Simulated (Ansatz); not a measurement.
Relaxed Si (diamond):

```
CELL_PARAMETERS angstrom
      0.00000     2.71678     2.71678
      2.71678     0.00000     2.71678
      2.71678     2.71678     0.00000
ATOMIC_POSITIONS crystal
  Si 0.50000 0.50000 0.50000
  Si 0.75000 0.75000 0.75000
```

In each cell atom 1 (Si, nearest neighbour Si at 2.353 Å; its periodic images, 3.8 Å or more away, move with it) moves by s·(0.707, 0.707, 0.000) (along Cartesian [110]), the rest being held.

Method: PBEsol (plane waves to 420 eV, PAW, scalar-relativistic; Ansatz, a first-principles code). k mesh 9×9×9 (Γ-centred), Fermi-Dirac smearing 0.05 eV. The energy includes the smearing's −TS. As the smearing reaches across the gap at some points, energies and forces of such displacements shift with the k mesh and the smearing. Si was relaxed with its symmetry unable to fall. The PAW data are Ansatz's earlier set. The zero of ΔE is the undisplaced structure. The last digit holds for this mesh only.

```
s (Å)   ΔE (meV/cell)
------  -------------
-0.240          373.0
-0.192          240.9
-0.144          136.9
-0.096           61.1
-0.048           15.3
0.000             0.0
0.048            15.3
0.096            61.1
0.144           136.9
0.192           240.9
0.240           373.0
```

What force constant k = d²E/ds² at s = 0 does the table give?

13 eV/Å². It is the second difference of the nearest points, corrected with the next pair.

With k = 13.34 eV/Å² from the forces, is the well harmonic out to s = 0.240 Å?

½ks² = 384 meV/cell against the computed 373 meV/cell, so the well is close to harmonic there.

(A displaced cell: forces are minus the slopes of the energy, force constants its curvatures, and phonons follow from these.)
